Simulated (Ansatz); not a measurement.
Input and command of a calculation in Ansatz (plane waves; scalar-relativistic PAW potentials unless the input names others):

```yaml
crystal:
  lattice:
    - [0.0, 3.648058197, 3.648058197]
    - [3.648058197, 0.0, 3.648058197]
    - [3.648058197, 3.648058197, 0.0]
  atoms:
    - { symbol: Ca, position: [0.0, 0.0, 0.0] }
    - { symbol: Sn, position: [0.25, 0.25, 0.25] }
    - { symbol: Sn, position: [0.75, 0.75, 0.75] }
basis:
  ecutwfc: 420
kpoints:
  mp_grid: { grid: [12, 12, 12] }
hamiltonian:
  xc: pbe
scf:
  occupations: { method: gaussian, width: 0.05 }
output:
  forces: true
  eigenvalues: true
  stress: true
magnetization:
  spin_polarized: true
```

```bash
ansatz run input.yaml --threads 1 --pin off --max-ram 2560MiB --backend cpu --events-out ev --progress --plain --runs-dir out
```

Abridged log:
```
Basis set: ecut = 420 eV, 1917 PW (Γ), exchange–correlation on 72×72×72 points (8 copies of the dense FFT grid, shifted against one another)
Bands: 23, of which v1, the nominal top of the filled ones, is band 19 counted from 1 (18 counted from 0)
Symmetry: 48 space group operations
k-points: 72 of 1728
SCF iter   1: F=—  HF=-13867.178750 eV  |F-HF|=—  |Δ(HF+E_count)|=         —  Δρ=2.24e-2 (↑2.24e-2 ↓2.24e-2) dr2=4.70e0  dr2_m=0.00e0  M=0.000 μB ∫|m|=0.000 μB  β_m=0.30  ethr=3.10e-3  ⟨swp⟩=9.3  Hψ=9772  notcnv=0
spin=Collinear: Kerker preconditioning applied to the charge; magnetization (m = ρ↑ − ρ↓) channel mixes plain (no charge-response kernel on spin).
SCF iter   2: F=—  HF=-13866.344563 eV  |F-HF|=—  |Δ(HF+E_count)|=   8.34e-1  Δρ=1.36e-2 (↑1.36e-2 ↓1.36e-2) dr2=1.85e0  dr2_m=0.00e0  M=0.000 μB ∫|m|=0.000 μB  β_m=0.51  ethr=3.10e-3  ⟨swp⟩=3.5  Hψ=3379  notcnv=0  defer=2
SCF iter   3: F=—  HF=-13863.403220 eV  |F-HF|=—  |Δ(HF+E_count)|=    2.94e0  Δρ=1.76e-2 (↑1.76e-2 ↓1.65e-2) dr2=1.47e-1  dr2_m=2.48e-1  M=2.872 μB ∫|m|=2.872 μB  ethr=3.10e-3  ⟨swp⟩=3.9  Hψ=4468  notcnv=0  defer=2
Mixer restart at iter 3: flushing history
SCF iter   4: F=—  HF=-13865.303453 eV  |F-HF|=—  |Δ(HF+E_count)|=         —  Δρ=1.39e-2 (↑1.33e-2 ↓1.39e-2) dr2=6.52e-2  dr2_m=1.57e-1  M=0.602 μB ∫|m|=0.621 μB  β_m=0.51  ethr=3.86e-4  ⟨swp⟩=6.3  Hψ=10684  notcnv=0  defer=61
SCF iter   5: F=—  HF=-13865.561785 eV  |F-HF|=—  |Δ(HF+E_count)|=   2.58e-1  Δρ=8.25e-3 (↑8.25e-3 ↓8.17e-3) dr2=4.55e-3  dr2_m=5.82e-2  M=0.324 μB ∫|m|=0.339 μB  β_m=0.73  ethr=1.72e-4  ⟨swp⟩=3.2  Hψ=7699  notcnv=0  defer=12
SCF iter   6: F=—  HF=-13865.725954 eV  |F-HF|=—  |Δ(HF+E_count)|=   1.64e-1  Δρ=2.40e-3 (↑2.22e-3 ↓2.40e-3) dr2=1.53e-2  dr2_m=2.99e-3  M=0.060 μB ∫|m|=0.067 μB  β_m=0.65  ethr=1.20e-5  ⟨swp⟩=3.2  Hψ=7237  notcnv=0  defer=12
Mixer restart at iter 6: flushing history
SCF iter   7: F=—  HF=-13865.729621 eV  |F-HF|=—  |Δ(HF+E_count)|=         —  Δρ=1.10e-4 (↑1.10e-4 ↓1.10e-4) dr2=6.65e-5  dr2_m=0.00e0  M=0.000 μB ∫|m|=0.000 μB  β_m=0.65  ethr=1.20e-5  ⟨swp⟩=9.0  Hψ=7810  notcnv=0
SCF iter   8: F=—  HF=-13865.729601 eV  |F-HF|=—  |Δ(HF+E_count)|=   2.06e-5  Δρ=4.51e-5 (↑4.51e-5 ↓4.51e-5) dr2=8.06e-6  dr2_m=0.00e0  M=0.000 μB ∫|m|=0.000 μB  β_m=0.62  ethr=1.75e-7  ⟨swp⟩=2.0  Hψ=3313  notcnv=0
SCF iter   9: F=—  HF=-13865.729598 eV  |F-HF|=—  |Δ(HF+E_count)|=   3.17e-6  Δρ=1.46e-5 (↑1.46e-5 ↓1.46e-5) dr2=1.04e-6  dr2_m=0.00e0  M=0.000 μB ∫|m|=0.000 μB  β_m=0.65  ethr=2.12e-8  ⟨swp⟩=2.2  Hψ=3004  notcnv=0
SCF iter  10: F=—  HF=-13865.729598 eV  |F-HF|=—  |Δ(HF+E_count)|=   1.02e-7  Δρ=5.73e-6 (↑5.73e-6 ↓5.73e-6) dr2=1.02e-7  dr2_m=0.00e0  M=0.000 μB ∫|m|=0.000 μB  β_m=0.64  ethr=2.73e-9  ⟨swp⟩=2.0  Hψ=3026  notcnv=0
SCF iter  11: F=-13865.729598 eV  HF=-13865.729598 eV  |F-HF|=1.64e-9  |Δ(HF+E_count)|=   3.11e-9  Δρ=1.03e-6 (↑1.03e-6 ↓1.03e-6) dr2=2.81e-9  dr2_m=0.00e0  M=0.000 μB ∫|m|=0.000 μB  ethr=2.63e-10  ⟨swp⟩=5.2  Hψ=6271  notcnv=0
SCF 1 converged in 11 iterations: F = -13865.729598 eV  dr2 = 2.81e-9
SCF converged after 11 iterations
Magnetization: 0.0000 μB (19.0000 up, 19.0000 down)
Absolute magnetization: 0.0000 μB (∫|ρ↑−ρ↓|)
Spin contamination: 0.0000 ħ² per cell (⟨S²⟩ above its minimum at these occupations)
Per-site moments (μB) at R_I (Å): [(0.0, 1.30321581), (0.0, 1.30321581), (0.0, 1.30321581)]
Free energy (F): -13865.729598 eV
Harris-Foulkes:  -13865.729598 eV  (|F-HF|=1.64e-9)
Internal energy: -13865.728414 eV  (E = F + TS)
E sigma→0 (E₀):  -13865.729006 eV
Entropy (-TS):   -0.001184 eV (-0.395 meV/atom)
Fermi energy:    7.522724 eV
--- Forces (eV/Å), atoms counted from 1 ---
  atom   1  Ca     0.00000000     0.00000000     0.00000000
  atom   2  Sn     0.00000000     0.00000000     0.00000000
  atom   3  Sn     0.00000000     0.00000000     0.00000000
--- Stress (GPa, compression-positive) ---
       -0.030571       0.000000       0.000000
        0.000000      -0.030571       0.000000
        0.000000       0.000000      -0.030571
  P = ⅓ Tr σ = -0.0306 GPa (-0.306 kbar)
```

Apart from outputs, empty bands and the relaxation, which only the reference makes, the input differs from a reference run on usual settings in scf.occupations.width: 0.1 → 0.05; magnetization: not typed → {"spin_polarized": true}. The reference, at the same geometry, ended its own course with pressure -0.03 GPa, largest force 0.000 eV/Å, no gap on the mesh. This run converged in 11 SCF iterations with an energy at zero smearing 0.15 meV/atom below the reference's, pressure -0.03 GPa, largest force 0.000 eV/Å, no gap on the mesh.

Time: 18 s on 1 thread of Arm Neoverse V2, with other jobs on the host, peak memory 0.51 GiB.